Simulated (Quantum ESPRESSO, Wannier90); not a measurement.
**Wannier functions of BN (zinc blende)**

```yaml
crystal:
  lattice:
    - [0.00000, 1.81300, 1.81300]
    - [1.81300, 0.00000, 1.81300]
    - [1.81300, 1.81300, 0.00000]
  atoms:
    - { symbol: B, position: [0.00000, 0.00000, 0.00000] }
    - { symbol: N, position: [0.25000, 0.25000, 0.25000] }
```

Structure: Materials Project mp-1639, symmetrised, not relaxed again. COD (Crystallography Open Database) has the formula in 3 space groups, this one among them (matched by group alone). Level: PBEsol, no spin polarisation, no spin-orbit coupling; pw.x of Quantum ESPRESSO at 68 Ry with PseudoDojo potentials, 12×12×12 k-points, Wannier90. Density: 14×14×14 mesh, cold smearing 0.01 Ry.

Functional, cutoff and mesh named above are those of the base row (PBEsol); the first column says what each row takes instead. Model: 4 functions from bands 1-4, start SCDM (isolated) (the valence bands). Energies are relative to the valence-band maximum; the misfit is to pw.x on a path, for all bands of the set. The functional changes, each with its own PseudoDojo files and their cutoffs, on the same cell. Ω_total can sit in another minimum from row to row; Ω_I of an isolated set cannot.

```csv
functional,Ω_I (Å²),Ω_total (Å²),rms misfit (meV),gap (eV),bottom of band 1 (eV)
LDA,2.51,2.90,0.3,4.40,-19.96
PBE,2.50,2.87,0.2,4.52,-20.11
PBEsol,2.52,2.90,0.2,4.33,-20.14
```
